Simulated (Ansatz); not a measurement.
**InSe2: a sublattice moved along a line**

All numbers below come from Ansatz, DFT PBEsol, scalar-relativistic, plane waves, PAW. Cutoff 420 eV, Γ-centred 12×12×6 k-points, Gaussian smearing of 0.15 eV. No spin polarisation. Energies are free energies at this smearing, counted from the undisturbed cell; pressure is positive in compression.

The starting cell (relaxed at this level; with this scan's settings it stands at -0.1 GPa; it needn't be the usual structure):

```xyz
6
Lattice="3.8328 0.0000 0.0000 0.0000 3.8328 0.0000 0.0000 0.0000 9.3405" Properties=species:S:1:pos:R:3 pbc="T T T"
In    0.0000    1.9164    6.5861
In    1.9164    0.0000    2.7544
Se    0.0000    1.9164    3.4279
Se    1.9164    0.0000    5.9127
Se    0.0000    0.0000    0.0000
Se    1.9164    1.9164    0.0000
```

Every In atom is moved by x along the Cartesian unit vector (0.000, 0.000, -1.000); the cell and all other atoms stay fixed. The cell is metallic on the mesh throughout.

x (Å), ΔE (meV/cell) and a bar:
```
  -0.5000      238.7 ##############################
  -0.2500       37.4 #####
   0.0000        0.0
   0.3750      105.1 #############
```